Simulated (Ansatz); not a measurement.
Nb$_{3}$Cl$_{8}$ in space group P-3m1 (No. 164; Pearson symbol hP22) under volume change, r²SCAN+D4 (plane waves, PAW; program Ansatz), shape and atoms relaxed at each volume.

```
V (Å³/atom)  E − E(relaxed) (meV/atom)  P (GPa)
-----------  -------------------------  -------
20.307                            19.0     3.58
20.976                             7.4     2.01
21.646                               ?        ?
22.315                             0.0     0.00
22.985                             1.2    -0.53
23.654                               ?        ?
24.324                             7.9    -0.95
```

Question: Fill in the missing entries.

Answer: 
- 21.646, E − E(relaxed) (meV/atom): 1.6
- 21.646, P (GPa): 0.83
- 23.654, E − E(relaxed) (meV/atom): 4.1
- 23.654, P (GPa): -0.83

Question: What does a third-order Birch–Murnaghan fit give for V₀, B₀ and B′?

Answer: V₀ = 22.33 Å³/atom, B₀ = 21.7 GPa, B′ = 13.1.

The first step of the workflow began from a Materials Project structure, measured or hypothetical; the Crystallography Open Database copy checked does not list it. Whether it is the stable phase at ambient conditions was not checked. Symmetry was held in the r²SCAN+D4 relaxation; whether a distortion lowers the energy is not shown. The run is not spin-polarised.

Potentials: the earlier of the program's two PAW sets. The files were generated under PBE; for other functionals the program regenerates the frozen cores, and for LDA and PBEsol the local potential too.
